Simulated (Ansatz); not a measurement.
NbRu in space group P2/m (No. 10; Nb on 2m, Nb on 1a, Ru on 1e, Ru on 2n) under volume change, PBEsol in the plane-wave PAW code Ansatz, shape and atoms relaxed at each volume.

```csv
V (Å³/atom),E − E(relaxed) (meV/atom),P (GPa)
14.066,116.3,29.08
14.530,48.8,17.81
14.993,11.6,8.20
15.457,0.0,0.00
15.921,10.4,-7.00
16.385,39.5,-12.96
16.848,84.6,-18.02
```

Q: What does a third-order Birch–Murnaghan fit give for V₀, B₀ and B′?

A: V₀ = 15.46 Å³/atom, B₀ = 252 GPa, B′ = 4.3.

The start of the workflow was typed in or built on a structure type; neither database checked (COD, Materials Project) lists it. COD files the formula under space group No. 123, 221. Whether it is the stable phase at ambient conditions was not checked. The cell was relaxed with PBEsol under the symmetry of its start; whether a distortion lowers the energy is not shown. The run is not spin-polarised.

Potentials: the later of the program's two PAW sets.
